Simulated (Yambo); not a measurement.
```
CELL_PARAMETERS angstrom
      3.23735     0.00000     0.00000
     -1.61867     2.80363     0.00000
      0.00000     0.00000     5.22206
ATOMIC_POSITIONS crystal
  O  0.66667 0.33333 0.87972
  O  0.33333 0.66667 0.37972
  Zn 0.66667 0.33333 0.50059
  Zn 0.33333 0.66667 0.00059
```

ZnO (wurtzite, space group P6_3mc, No. 186): mean Im ε in 1 eV windows above the direct gap of 1.91 eV, for different electron-hole kernels (Yambo, broadening 0.15 eV, PBE (Quantum ESPRESSO, PseudoDojo norm-conserving, 84 Ry, no spin-orbit coupling) bands; 12×12×6 mesh, 5 valence and 2 conduction bands, static screening with 42 bands and a 4 Ry block, scissor 1.04 eV, Tamm-Dancoff; field along x).

```
window (eV)  independent quasiparticles  RPA (no attraction)  BSE
-----------  --------------------------  -------------------  ---
1.9 to 2.9                          1.2                  1.1  2.3
2.9 to 3.9                          1.5                  1.4  1.7
3.9 to 4.9                          1.4                  1.3  1.6
4.9 to 5.9                          1.4                  1.3  1.7
```

This run doesn't resolve bound excitons or single peaks, so only averages are given, and they too depend on the mesh; weight that the attraction moves below the gap isn't listed. All transitions below 5.99 eV are in the band window. The scissor comes from a G0W0 run whose convergence isn't established.

Geometry of the Materials Project entry, not relaxed at this level.

With a shallow 3d shell G0W0 needs far more bands and larger blocks than here, so the scissor is uncertain by tenths of an eV or more.
